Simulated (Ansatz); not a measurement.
# Zone-centre phonons of BaAgF3: input and output

Theory: DFT PBE, scalar-relativistic, plane waves, PAW in Ansatz.

It can be run as:
```bash
ansatz run input.yaml --threads 1 --pin off --backend cpu --events-out ev --progress --plain --runs-dir out  # memory cap (--max-ram) not shown
```

Input (bare energies are in eV):
```yaml
crystal:
  lattice:
    - [4.5791502339, 0.0, 0.0]
    - [0.0, 4.5791502339, 0.0]
    - [0.0, 0.0, 4.5791502339]
  atoms:
    - { symbol: Ba, position: [0.0, 0.0, 0.0] }
    - { symbol: Ag, position: [0.5, 0.5, 0.5] }
    - { symbol: F, position: [0.0, 0.5, 0.5] }
    - { symbol: F, position: [0.5, 0.5, 0.0] }
    - { symbol: F, position: [0.5, 0.0, 0.5] }
basis:
  ecutwfc: 420
kpoints:
  mp_grid: { grid: [8, 8, 8] }
hamiltonian:
  xc: pbe
scf:
  occupations: { method: fixed }
output:
  eigenvalues: true
phonons:
  method: dfpt
  dielectric: true
  rigid_motions: translations
  eigenvectors: true
```

Results section of the output:
```
--- Phonons (Γ-DFPT): 4 representative perturbations + reference, on 170 of 512 k-points (Σ response iterations 13) ---
  k mesh reduced under 2 symmetry operations, with k and −k counted as one. Each operation leaves every solved perturbation unchanged. A smaller set is not considered because the run solves the response ...
  ASR residual: 1.179e-3 → 0.000e0 eV/Å²; symmetrization residual: 7.338e-6 eV/Å²
  ASR residual per site (eV/Å²): 3.23e-5 1.10e-3 1.18e-3 1.18e-3 1.18e-3
  Γ frequencies (cm⁻¹): -163.61 -163.61 -163.61 -154.71 -154.71 -154.71 0.00 0.00 0.00 26.71 26.71 26.71 397.08 397.08 397.08
  ε∞ (high-frequency dielectric tensor):
        3.106804     0.000000     0.000000
        0.000000     3.106804     0.000000
        0.000000     0.000000     3.106804
  softest optical mode at Γ: -163.61 cm⁻¹; the repairs (sum rule, projections) moved no ω² at Γ by more than (4.29 cm⁻¹)²
  Born effective charges Z* (e; rows j = field, columns β = displacement):
    site 0:
         2.69926   -0.00000    0.00000
        -0.00000    2.69926   -0.00000
        -0.00000    0.00000    2.69926
    site 1:
         1.24582   -0.00000    0.00000
        -0.00000    1.24582    0.00000
        -0.00000    0.00000    1.24582
    site 2:
        -1.67074    0.00000    0.00000
         0.00000   -1.13717    0.00000
        -0.00000    0.00000   -1.13717
    site 3:
        -1.13717   -0.00000    0.00000
         0.00000   -1.13717    0.00000
        -0.00000    0.00000   -1.67074
    site 4:
        -1.13717    0.00000   -0.00000
        -0.00000   -1.67074    0.00000
         0.00000    0.00000   -1.13717
  Z* charge neutrality: 1.568e-3 e pre-enforcement
  solved inside a basis spanned on kpoints, on 8×8×8 k-points, its susceptibility summed on 12×12×12: ε∞ is read to err by 7.6e-3, Z* by 2.0e-2 e (field_mesh: kpoints solves on kpoints); Z* is corrected for ...
  optical modes at Γ without the LO–TO term, one row a degenerate level:
      ω (cm⁻¹) modes IR ((D/Å)²/amu)
       -163.61      3             0.0000
       -154.71      3            14.0181
         26.71      3             0.7490
        397.08      3             9.4922
  optical modes at Γ + LO–TO along q̂ = [1.0000, 0.0000, 0.0000]:
      ω (cm⁻¹) modes IR ((D/Å)²/amu)
       -163.61      3             0.0000
       -154.71      2             9.3454
        -55.91      1             0.7025
         26.71      2             0.4993
        102.36      1             2.9148
        397.08      2             6.3281
        430.02      1             4.4690
  optical modes at Γ + LO–TO along q̂ = [0.0000, 1.0000, 0.0000]:
      ω (cm⁻¹) modes IR ((D/Å)²/amu)
       -163.61      3             0.0000
       -154.71      2             9.3454
        -55.91      1             0.7025
         26.71      2             0.4993
        102.36      1             2.9148
        397.08      2             6.3281
        430.02      1             4.4690
  optical modes at Γ + LO–TO along q̂ = [0.0000, 0.0000, 1.0000]:
      ω (cm⁻¹) modes IR ((D/Å)²/amu)
       -163.61      3             0.0000
       -154.71      2             9.3454
        -55.91      1             0.7025
         26.71      2             0.4993
        102.36      1             2.9148
        397.08      2             6.3281
        430.02      1             4.4690
```

Its imaginary modes show that this cell, built by swapping an element in a database structure, isn't a minimum of the energy. Spin–orbit coupling is left out, which matters for heavy elements.

Negative frequencies stand for imaginary ones: the cell is unstable against these modes.